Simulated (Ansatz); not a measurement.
Relaxed-ion elastic tensor of Be$_{2}$Ru (cubic Laves (MgCu2 type), Fd-3m) in GPa (Voigt order), plane-wave PAW PBEsol (Ansatz code); density 7.06 g/cm³, 9.34 Å³ per atom.

|  | 1 | 2 | 3 | 4 | 5 | 6 |
|---|---|---|---|---|---|---|
| 1 | 407 | 127 | 127 | 0.0 | 0.0 | 0.0 |
| 2 | 127 | 407 | 127 | 0.0 | 0.0 | 0.0 |
| 3 | 127 | 127 | 407 | 0.0 | 0.0 | 0.0 |
| 4 | 0.0 | 0.0 | 0.0 | 143 | 0.0 | 0.0 |
| 5 | 0.0 | 0.0 | 0.0 | 0.0 | 143 | 0.0 |
| 6 | 0.0 | 0.0 | 0.0 | 0.0 | 0.0 | 143 |

Question: Is the crystal mechanically stable?

Answer: Yes: the smallest eigenvalue of C is 143 GPa.

Question: Work out the Voigt, Reuss and Hill averages.

Answer: K_V = 221, K_R = 221, K_H = 221; G_V = 142, G_R = 141, G_H = 142 GPa.

Question: Give Young's modulus, Poisson's ratio, Pugh's ratio and the universal anisotropy index.

Answer: E = 9KG/(3K + G) = 350 GPa; ν = 0.24; K/G = 1.56 (brittle by the Pugh limit of 1.75); A_U = 5G_V/G_R + K_V/K_R − 6 = 0.00.

Question: Estimate the sound speeds and the Debye temperature.

Answer: v_l = √((K + 4G/3)/ρ) = 7610 m/s, v_t = √(G/ρ) = 4480 m/s, mean 4960 m/s; Θ = (h/k)(3n/4πV)^(1/3) v_m = 702 K.

Question: Give the Zener ratio and Young's modulus along [100], [110] and [111].

Answer: A = 2C44/(C11 − C12) = 1.02; 1/E = S11 − 2(S11 − S12 − S44/2)Γ with Γ = 0, 1/4, 1/3 gives 346, 351, 352 GPa.

A made-up cell: these elements were put on the sites of a structure type; neither database checked (COD, Materials Project) lists it. Its standing as an ambient phase is unchecked. The cell was relaxed with PBEsol under the symmetry of its start; its stability against distortions is not shown here. No spin polarisation was allowed. As this level gives no gap, shear constants depend on the k-mesh and smearing (Fermi–Dirac, 0.1 eV here).

Potentials: the earlier of the program's two PAW sets. The files were generated under PBE; for other functionals the program regenerates the frozen cores, and for LDA and PBEsol the local potential too.
